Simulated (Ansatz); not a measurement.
# Mo: from a starting cell to a relaxed one

The start is a relaxed Mo cell, doubled along one cell vector, shaken by Gaussian noise of σ = 0.08 Å a coordinate. The cell and all atomic positions are relaxed at zero pressure with PBEsol (plane waves to 420 eV, PAW, scalar-relativistic; Ansatz, a quantum-chemistry and plane-wave program). First-step values are on the input's coarse k-mesh.

Ansatz input (later rounds restart from its end on a renewed k-mesh):
Ansatz 0.2 input:
```yaml
crystal:
  lattice:
    - [5.4901762068, 0, 0]
    - [-1.3725440517, 2.3773160332, 0]
    - [0, 0, 9.5475908324]
  atoms:
    - { symbol: Mo, position: [0.0062637459, -0.0271467816, -0.0026721235] }
    - { symbol: Mo, position: [0.4853881688, -0.0320282702, 0.0049944465] }
    - { symbol: Mo, position: [0.0123547426, 0.0356643607, 0.5007145161] }
    - { symbol: Mo, position: [0.5063017515, 0.0234756989, 0.5119540649] }
    - { symbol: Mo, position: [0.1657608099, 0.6329281031, 0.2473767131] }
    - { symbol: Mo, position: [0.6981375697, 0.6856007579, 0.245877192] }
    - { symbol: Mo, position: [0.3234086472, 0.3493810077, 0.7492938568] }
    - { symbol: Mo, position: [0.8049003413, 0.3015344832, 0.7400415991] }
basis: { ecutwfc: 420, ecutrho_ratio: 4, xc_grid: 2, fft_grid_basis: typed }
kpoints: { mp_grid: { grid: [7, 14, 4] } }
hamiltonian:
  xc: pbesol
  dispersion: none
  pseudopotentials: { azcp: { folder: ./paw }, kind: paw }
scf: { occupations: { method: fermi_dirac, width: 0.05 } }
relax: { f_tol: 0.01, max_steps: 100, cell: { stress_tol: 0.02 } }
output: { forces: true, stress: true }
```

Question: How large is the pressure on the unrelaxed cell, and of which sign?

Answer: +2.1 GPa (positive: the cell is compressed).

Question: Which atoms feel the largest initial force, and how large is it?

Answer: 1.84 eV/Å, on Mo5 (atoms numbered as listed).

Question: By how much does the energy per atom fall from start to end?

Answer: 0.47 eV/atom.

Question: How does the volume change?

Answer: -1.6 %, from 15.58 to 15.33 Å³/atom.

Question: Does it find its way back to the structure it was made from?

Answer: It does not go back: it reaches Im-3m (No. 229), bcc (W type), 0.43 eV/atom below the parent.

Question: How do the shortest distances between atoms change?

Answer: The closest pairs of elements (up to four, under 3.6 Å), start → end: Mo–Mo 2.58 → 2.71 Å.

Question: What band gap does the relaxed structure have at this level?

Answer: No gap (metallic).

Question: Write out the relaxed structure.

Answer: 
```cif
data_Mo2
_chemical_formula_sum 'Mo2'
_space_group_name_H-M_alt 'Im-3m'
_space_group_IT_number 229
_space_group_name_Hall '-I 4 2 3'
_cell_length_a 3.12968
_cell_length_b 3.12968
_cell_length_c 3.12968
_cell_angle_alpha 90.000
_cell_angle_beta 90.000
_cell_angle_gamma 90.000
loop_
_atom_site_label
_atom_site_type_symbol
_atom_site_symmetry_multiplicity
_atom_site_Wyckoff_symbol
_atom_site_fract_x
_atom_site_fract_y
_atom_site_fract_z
_atom_site_occupancy
Mo1 Mo 2 a 0.00000 0.00000 0.00000 1
```
(The calculation used a cell of 1 atom; values per cell refer to that cell.)

Final values are on a 21×21×21 k-mesh of the relaxed cell. No spin polarisation in the result.

Of the parent cell (P6₃/mmc (No. 194)): it is a generated cell of Mo: the first start was made by placing the elements on the sites of a structure type, and the end was not matched to a known phase here, so it may be hypothetical. Known forms of Mo include space group No. 229.
